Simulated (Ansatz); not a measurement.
ZnSnP₂ (chalcopyrite, space group No. 122), plane-wave PAW PBE (Ansatz code). The conduction-band minimum lies at Γ, with 1 equivalent valley. Second derivatives d²E/dk² of the lowest band at one valley (eV·Å²), along Cartesian directions:

```json
[
 {"direction": "[100]", "d²E/dk²": "131.8"},
 {"direction": "[010]", "d²E/dk²": "131.8"},
 {"direction": "[001]", "d²E/dk²": "124.8"},
 {"direction": "[110]", "d²E/dk²": "131.6"},
 {"direction": "[101]", "d²E/dk²": "128.1"},
 {"direction": "[011]", "d²E/dk²": "128.1"}
]
```

Problem. Find the principal effective masses, the density-of-states mass and the conductivity mass.

Solution. Off-diagonal terms follow from H_xy = H[110] − (H_xx + H_yy)/2, and m*/mₑ = 7.620 eV·Å² over each eigenvalue: 0.058, 0.058, 0.061. One valley's DOS mass (m₁m₂m₃)^(1/3) = 0.059, conductivity mass 3/(Σ 1/mᵢ) = 0.059 mₑ.

Problem. What effective density of states Nc follows at 300 K for parabolic valleys?

Solution. Nc = 2.509e19 × 1 × (0.059)^(3/2) ≈ 3.6e17 cm⁻³.

Space group I-42d (chalcopyrite). The cell was relaxed with PBE under the symmetry of its start. Spin–orbit coupling is left out wherever it is not named.

Potentials: the later of the program's two PAW sets.

Edges and masses are those of Kohn–Sham bands, whose gap is no quasiparticle gap.
